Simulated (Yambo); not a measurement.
# Convergence of the G0W0 gap of CoP₂

G0W0@LDA for CoP$_{2}$ (space group P2_1/c, No. 14) in Yambo. Reference settings: 2×2×2 Γ-centred k mesh, bands 17 to 312 and a 8 Ry block in the screening, 312 bands in G with the Bruneval-Gonze terminator, plasmon pole fitted at 27.2 eV. The LDA gap (-0.5, 0, 0) → (-0.5, 0, 0) on this mesh is 0.48 eV; G0W0 gaps are taken between the same points.

```json
[
 {"change from the reference": "reference settings", "G0W0 gap (-0.5, 0, 0) → (-0.5, 0, 0) (eV)": "0.96", "shift of the valence edge (eV)": "0.04", "rough Yambo cost": "1"},
 {"change from the reference": "131 bands in W, 131 bands in G", "G0W0 gap (-0.5, 0, 0) → (-0.5, 0, 0) (eV)": "0.84", "shift of the valence edge (eV)": "0.32", "rough Yambo cost": "about 1/2"},
 {"change from the reference": "208 bands in W, 208 bands in G", "G0W0 gap (-0.5, 0, 0) → (-0.5, 0, 0) (eV)": "0.92", "shift of the valence edge (eV)": "0.14", "rough Yambo cost": "within a factor of two"},
 {"change from the reference": "131 bands in G", "G0W0 gap (-0.5, 0, 0) → (-0.5, 0, 0) (eV)": "0.91", "shift of the valence edge (eV)": "0.10", "rough Yambo cost": "–"},
 {"change from the reference": "208 bands in G", "G0W0 gap (-0.5, 0, 0) → (-0.5, 0, 0) (eV)": "0.95", "shift of the valence edge (eV)": "0.05", "rough Yambo cost": "–"},
 {"change from the reference": "3 Ry block", "G0W0 gap (-0.5, 0, 0) → (-0.5, 0, 0) (eV)": "0.77", "shift of the valence edge (eV)": "0.20", "rough Yambo cost": "within a factor of two"},
 {"change from the reference": "7 Ry block", "G0W0 gap (-0.5, 0, 0) → (-0.5, 0, 0) (eV)": "0.95", "shift of the valence edge (eV)": "0.06", "rough Yambo cost": "within a factor of two"},
 {"change from the reference": "pole fitted at 10 eV", "G0W0 gap (-0.5, 0, 0) → (-0.5, 0, 0) (eV)": "0.88", "shift of the valence edge (eV)": "0.17", "rough Yambo cost": "–"},
 {"change from the reference": "131 bands in G, no terminator", "G0W0 gap (-0.5, 0, 0) → (-0.5, 0, 0) (eV)": "0.91", "shift of the valence edge (eV)": "0.63", "rough Yambo cost": "–"},
 {"change from the reference": "no terminator", "G0W0 gap (-0.5, 0, 0) → (-0.5, 0, 0) (eV)": "1.02", "shift of the valence edge (eV)": "0.18", "rough Yambo cost": "–"}
]
```

The reference isn't shown to be the converged limit. Costs are rough (shared machines), scaled to the same edge states, and given only for runs that recompute the screening. In the run with 312 bands and a 8 Ry block, which covers more k points, the smallest G0W0 gap is 0.90 eV, (-0.5, 0, 0) → Γ.

Geometry of the Materials Project entry, not relaxed at this level; primitive cell a = 5.514 Å, b = 5.520 Å, c = 5.583 Å, α = 90.00°, β = 114.33°, γ = 90.00°.

The structure is a Materials Project entry; no match was found in the copy of COD used, and its stability was not checked.

The runs are not spin-polarised; magnetic order was not tried.

A shift is the quasiparticle energy of the state minus its LDA energy.
